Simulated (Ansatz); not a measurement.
Al$_{2}$Au (fluorite or antifluorite type, space group No. 225) at seven volumes, the program Ansatz at the PBEsol level (PAW), scaled uniformly. One row is withheld.

```csv
V (Å³/atom),P (GPa)
16.405,13.52
16.945,8.23
17.486,3.76
18.027,0.00
18.568,?
19.109,-5.83
19.649,-8.05
```

**Question.** Fit the shown pressures and predict the withheld one.

**Answer.** P = (3/2)B₀(x^(7/2) − x^(5/2))[1 + (3/4)(B′ − 4)(x − 1)] with x = (V₀/V)^(2/3). Least squares on the six rows gives V₀ = 18.027 Å³/atom, B₀ = 115 GPa, B′ = 4.73. At V = 18.568, x = 0.9805 and P = -3.17 GPa. The run itself gave -3.17 GPa.

Space group Fm-3m (fluorite or antifluorite type). The cell was relaxed with PBEsol under the symmetry of its start; of distortions, only those at the zone centre were tested. Spin–orbit coupling is left out wherever it is not named.

Potentials: the later of the program's two PAW sets.
